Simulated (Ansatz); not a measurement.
A: VSi$_{2}$ (CrSi2 type, space group P6_222), a = b = 4.531 Å, c = 6.325 Å, α = β = 90.00°, γ = 120.00°
B: Mo₂N (anti-anatase), a = 4.2552 Å, b = 4.2552 Å, c = 7.9247 Å, α = 90.00°, β = 90.00°, γ = 90.00°
C: TaGe$_{2}$ (space group P6_222), a = 4.967 Å, b = 4.967 Å, c = 6.750 Å, α = 90.00°, β = 90.00°, γ = 120.00°
D: Ca(CdAs)2 (space group P-3m1), a = b = 4.4079 Å, c = 7.1973 Å, α = β = 90.00°, γ = 120.00°

Scan: energy against volume (even scaling of the relaxed cell, symmetry kept). One method and one kind of scan serve all of them; meshes and ranges differ. All were relaxed with their symmetry unable to fall. Mo2N is run without spin polarisation. Relaxed VSi2 ends with no sizeable moment though spin was allowed. Spin-orbit coupling is left out. TaGe2 is run without spin polarisation. Other magnetic orders were not checked, so this need not be the ground state. (This holds for the magnetic or f-shell members.)

Order them by bulk modulus at fixed cell shape (fitted) (lowest first) at the level r2SCAN (plane waves to 500 eV, PAW, scalar-relativistic; Ansatz, a quantum-chemistry and plane-wave program).

D (55.9 GPa), C (165 GPa), A (188 GPa), B (315 GPa)

(A scan under strain: stresses follow from slopes of the energy per volume, elastic moduli from its curvatures.)
